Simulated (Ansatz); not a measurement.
LaGa2:
Space group P6/mmm (No. 191); a = 4.2947 Å, b = 4.2947 Å, c = 4.4924 Å, α = 90.00°, β = 90.00°, γ = 120.00°

```json
[
 {"atom": "La", "site": "1a", "symmetry": "6/mmm", "x": "0.0000", "y": "0.0000", "z": "0.0000"},
 {"atom": "Ga", "site": "2d", "symmetry": "-6m2", "x": "0.3333", "y": "0.6667", "z": "0.5000"}
]
```

Relaxed with r²SCAN.

Q: Which orbitals make up the states near the Fermi level in r²SCAN (plane waves, PAW; program Ansatz)?

A: Within 0.5 eV of the Fermi level: La 5d 56 %, Ga 4p 35 %. Projections are on Löwdin-orthogonalised atomic valence shells; empty p or d shells of many metals are not among them.

Q: Tabulate the density of states.

A: States/eV per cell of 3 atoms, in 0.25 eV bins, energy from the Fermi level.

| E (eV) | total | La 4f | Ga 4p | La 5d |
|---|---|---|---|---|
| -7.85 | 0.98 | 0.00 | 0.20 | 0.11 |
| -7.60 | 1.14 | 0.00 | 0.25 | 0.16 |
| -7.35 | 1.18 | 0.00 | 0.28 | 0.18 |
| -7.10 | 0.90 | 0.00 | 0.23 | 0.11 |
| -6.85 | 0.52 | 0.00 | 0.14 | 0.05 |
| -6.60 | 0.20 | 0.00 | 0.06 | 0.02 |
| -6.35 | 0.07 | 0.00 | 0.02 | 0.01 |
| -6.10 | 0.28 | 0.00 | 0.10 | 0.04 |
| -5.85 | 0.85 | 0.00 | 0.32 | 0.11 |
| -5.60 | 0.84 | 0.01 | 0.32 | 0.10 |
| -5.35 | 0.80 | 0.01 | 0.32 | 0.09 |
| -5.10 | 0.71 | 0.01 | 0.29 | 0.08 |
| -4.85 | 0.57 | 0.01 | 0.23 | 0.07 |
| -4.60 | 0.49 | 0.01 | 0.20 | 0.07 |
| -4.35 | 0.43 | 0.01 | 0.18 | 0.06 |
| -4.10 | 0.39 | 0.01 | 0.16 | 0.06 |
| -3.85 | 0.35 | 0.01 | 0.15 | 0.05 |
| -3.60 | 0.33 | 0.01 | 0.14 | 0.05 |
| -3.35 | 0.44 | 0.01 | 0.23 | 0.07 |
| -3.10 | 0.59 | 0.01 | 0.33 | 0.08 |
| -2.85 | 0.69 | 0.01 | 0.42 | 0.10 |
| -2.60 | 0.76 | 0.01 | 0.49 | 0.11 |
| -2.35 | 1.18 | 0.01 | 0.79 | 0.17 |
| -2.10 | 2.24 | 0.02 | 1.56 | 0.39 |
| -1.85 | 1.51 | 0.02 | 1.00 | 0.32 |
| -1.60 | 1.33 | 0.03 | 0.87 | 0.28 |
| -1.35 | 1.65 | 0.03 | 1.07 | 0.39 |
| -1.10 | 2.10 | 0.04 | 1.35 | 0.55 |
| -0.85 | 3.79 | 0.07 | 2.28 | 1.25 |
| -0.60 | 2.23 | 0.04 | 1.30 | 0.80 |
| -0.35 | 2.12 | 0.05 | 0.99 | 0.98 |
| -0.10 | 1.40 | 0.06 | 0.45 | 0.85 |
| 0.15 | 1.39 | 0.07 | 0.34 | 0.92 |
| 0.40 | 1.14 | 0.09 | 0.25 | 0.76 |
| 0.65 | 0.81 | 0.08 | 0.17 | 0.53 |
| 0.90 | 0.39 | 0.06 | 0.07 | 0.23 |
| 1.15 | 0.78 | 0.20 | 0.16 | 0.31 |
| 1.40 | 2.58 | 0.94 | 0.54 | 0.84 |
| 1.65 | 3.33 | 1.54 | 0.58 | 0.85 |
| 1.90 | 2.86 | 1.71 | 0.29 | 0.67 |
| 2.15 | 8.43 | 6.66 | 0.36 | 1.08 |
| 2.40 | 24.60 | 23.52 | 0.17 | 0.68 |

The workflow started from a Materials Project entry (that database holds measured and hypothetical structures alike); the Crystallography Open Database files this formula in space group No. 191, but the cells were not matched. Whether it is the stable phase at ambient conditions was not checked. Symmetry was held in the r²SCAN relaxation; whether a distortion lowers the energy is not shown. Axis ratios of metals converge slowly with the k-mesh, so a and c are less sure than the volume. Scalar-relativistic: spin–orbit coupling is off unless named, which matters more the heavier the elements.

Potentials: the later of the program's two PAW sets.
